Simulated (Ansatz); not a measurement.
Here is the system:

Relaxed PbTe (rock salt):

```xyz
4
Lattice="0.0000 6.5694 6.5694 3.2847 3.2847 6.5694 3.2847 3.2847 0.0000" Properties=species:S:1:pos:R:3 pbc="T T T"
Te     0.0000     0.0000     0.0000
Te     3.2847     6.5694     3.2847
Pb     3.2847     3.2847     3.2847
Pb     3.2847     6.5694     6.5694
```

The atoms are displaced by Q × the pattern below (from a DFPT mode at X = (0.5, 0.5, 0.0), largest move 1; Q in Å), at fixed cell. It is one choice among 2 degenerate patterns. (q is in reciprocal vectors of the primitive cell; the cell shown is doubled to hold the pattern.)

| atom | x | y | z |
|---|---|---|---|
| Te1 | 0.000 | -1.000 | 0.000 |
| Te2 | 0.000 | 1.000 | 0.000 |
| Pb3 | 0.000 | -0.257 | 0.000 |
| Pb4 | 0.000 | 0.257 | 0.000 |

These are PBE (plane waves to 420 eV, PAW, scalar-relativistic; Ansatz, an electronic-structure program) values and carry that method's errors. k mesh 9×9×9 (Γ-centred), Fermi-Dirac smearing 0.05 eV. The energy includes the smearing's −TS. PbTe was relaxed with its symmetry unable to fall. Spin-orbit coupling is left out, though Pb and Te are heavy. The PAW data are Ansatz's earlier set. ΔE is measured from the undisplaced structure.

The scan covers Q from -0.100 to 0.100 Å in 13 points.

Task: Is this a single well or a double well?

Result: A single well with its minimum at or next to zero displacement.

Task: Which space group does the distorted structure have?

Result: Cmcm (No. 63), lowered from Fm-3m.

Task: What is the energy change at Q = 0.100 Å?

Result: 19.3 meV/cell.

Task: What harmonic wavenumber does the curvature at Q = 0 give?

Result: 60 cm⁻¹.

(A displaced cell: forces are minus the slopes of the energy, force constants its curvatures, and phonons follow from these.)
